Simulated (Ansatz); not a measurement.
## EuFe$_{2}$P$_{2}$, first-principles data

EuFe₂P₂:
```
CELL_PARAMETERS angstrom
     -1.88809     1.88809     5.37342
      1.88809    -1.88809     5.37342
      1.88809     1.88809    -5.37342
ATOMIC_POSITIONS crystal
  Eu 0.00000 0.00000 0.00000
  Fe 0.75000 0.25000 0.50000
  Fe 0.25000 0.75000 0.50000
  P  0.64993 0.64993 0.00000
  P  0.35007 0.35007 0.00000
```
The run is spin-polarised; directions of the spins, atom by atom: ↑ 0 0 0 0.

Space group I4/mmm (No. 139); conventional cell a = b = 3.776 Å, c = 10.747 Å, α = β = γ = 90.00°.

Method: r²SCAN in the plane-wave PAW code Ansatz. Geometry: relaxed at this level of theory. Other levels are named where they apply.

### Cell and energy

- Volume per atom: 15.32 Å³
- Density: 7.06 g/cm³
- Formation energy from the elements (no fitted shifts): -0.79 eV/atom

### Electronic structure

Electronic character: metallic (no gap)
Density of states at the Fermi level: 0.54 states/eV per atom (mean over ±0.08 eV)

### Magnetism

Magnetic order: ferromagnetic
Net moment: 1.36 μB per atom

The workflow started from a Materials Project entry (that database holds measured and hypothetical structures alike); the Crystallography Open Database copy checked does not list it. Its standing as an ambient phase is unchecked. The r²SCAN relaxation kept the symmetry of its start; whether a distortion lowers the energy is not shown. The final state is ferromagnetic, the only order run, not a proven ground state. Caveat: open 4f shells can settle in a state that is not the lowest. Other orbital occupations within this spin state were not tried. No Hubbard U is applied. Point labels and valley counts follow the cell and symmetry of the run, lower than the named group. The references are the lowest solids computed at this level, not always the standard phases. Spin–orbit coupling is left out wherever it is not named.

Potentials: the later of the program's two PAW sets.
